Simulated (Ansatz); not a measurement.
# Ta$_{3}$Ru under pressure

Level of theory: DFT LDA, scalar-relativistic, plane waves, PAW in Ansatz 0.2.0. Cutoff 420 eV, 12×12×12 k-points (Γ-centred), Fermi-Dirac smearing of 0.15 eV. No spin polarisation. Phonons by linear response, acoustic sum rule imposed.

Relaxed structure:
```yaml
crystal:
  lattice:
    - [0.00000, 3.17357, 3.17357]
    - [3.17357, 0.00000, 3.17357]
    - [3.17357, 3.17357, 0.00000]
  atoms:
    - { symbol: Ta, position: [0.25000, 0.25000, 0.25000] }
    - { symbol: Ta, position: [0.75000, 0.75000, 0.75000] }
    - { symbol: Ta, position: [0.50000, 0.50000, 0.50000] }
    - { symbol: Ru, position: [0.00000, 0.00000, 0.00000] }
```

In a metal, frequencies and elastic constants depend on the k mesh and the smearing, soft modes and shear constants most. Spin–orbit coupling is left out, which can shift energies with elements as heavy as these.

Optical modes at Γ (cm⁻¹) at zero pressure: 163, 187, 192.

Under hydrostatic pressure the same modes lie at 165, 190, 194 cm⁻¹. What is the pressure, and how much has the cell shrunk?

## Answers

2 GPa; the volume is 0.8 % smaller.